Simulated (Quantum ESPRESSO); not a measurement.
# Kohn-Sham bands of Sn (Immm)

```xyz
1
Lattice="-1.7265 1.7755 2.3383 1.7265 -1.7755 2.3383 1.7265 1.7755 -2.3383" Properties=species:S:1:pos:R:3 pbc="T T T"
Sn     0.0000     0.0000     0.0000
```

Materials Project entry mp-623511; symmetrised, unrelaxed at this level. Not found in the COD (Crystallography Open Database) copy used, which has the formula in other groups; not checked further. Level: PBEsol, spinors with spin-orbit coupling; pw.x of Quantum ESPRESSO at 58 Ry with PseudoDojo potentials, 10×10×10 k-points, Wannier90. Density: 16×16×16 mesh, cold smearing 0.01 Ry.

Energies are relative to the Fermi level; weights are on the orthonormalised atomic waves of the pseudopotential files, averaged over the group. 14 electrons a cell are treated as valence.

**Question.** Into which isolated groups do the bands fall, where do they lie and what are they made of?

**Answer.** 
```tsv
bands	from (eV)	to (eV)	filling	weight on atomic waves
1–4	-22.03	-21.98	filled	Sn 4d 100 %
5–10	-21.02	-20.87	filled	Sn 4d 100 %
```

No gap over 0.05 eV opens at the Fermi level at this level of theory.
